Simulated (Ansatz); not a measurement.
CuI:
```yaml
crystal:
  lattice:
    - [0.00000, 2.96970, 2.96970]
    - [2.96970, 0.00000, 2.96970]
    - [2.96970, 2.96970, 0.00000]
  atoms:
    - { symbol: I, position: [0.75000, 0.75000, 0.75000] }
    - { symbol: Cu, position: [0.00000, 0.00000, 0.00000] }
```

Tensor components refer to the Cartesian frame of this cell.

Question: Give the proper piezoelectric stress tensor with relaxed ions from plane-wave PAW PBEsol (Ansatz code).

Answer: In C/m², rows x, y, z, Voigt columns; mesh uncertainty up to 0.00.
```
 0.00   0.00   0.00  -0.06   0.00   0.00
 0.00   0.00   0.00   0.00  -0.06   0.00
 0.00   0.00   0.00   0.00   0.00  -0.06
```

The elastic tensor of the same run (GPa):

```json
[
 {"": "1", "1": "62.4", "2": "42.9", "3": "42.9", "4": "0.0", "5": "0.0", "6": "0.0"},
 {"": "2", "1": "42.9", "2": "62.4", "3": "42.9", "4": "0.0", "5": "0.0", "6": "0.0"},
 {"": "3", "1": "42.9", "2": "42.9", "3": "62.4", "4": "0.0", "5": "0.0", "6": "0.0"},
 {"": "4", "1": "0.0", "2": "0.0", "3": "0.0", "4": "24.1", "5": "0.0", "6": "0.0"},
 {"": "5", "1": "0.0", "2": "0.0", "3": "0.0", "4": "0.0", "5": "24.1", "6": "0.0"},
 {"": "6", "1": "0.0", "2": "0.0", "3": "0.0", "4": "0.0", "5": "0.0", "6": "24.1"}
]
```

Question: Convert to strain constants d = e·S.

Answer: In pC/N:
```
 0.0   0.0   0.0  -2.6   0.0   0.0
 0.0   0.0   0.0   0.0  -2.6   0.0
 0.0   0.0   0.0   0.0   0.0  -2.6
```

Space group F-43m (zinc blende). The cell was relaxed with PBEsol under the symmetry of its start. The run is not spin-polarised. Scalar-relativistic: spin–orbit coupling is off unless named, which matters more the heavier the elements.

Potentials: the later of the program's two PAW sets.
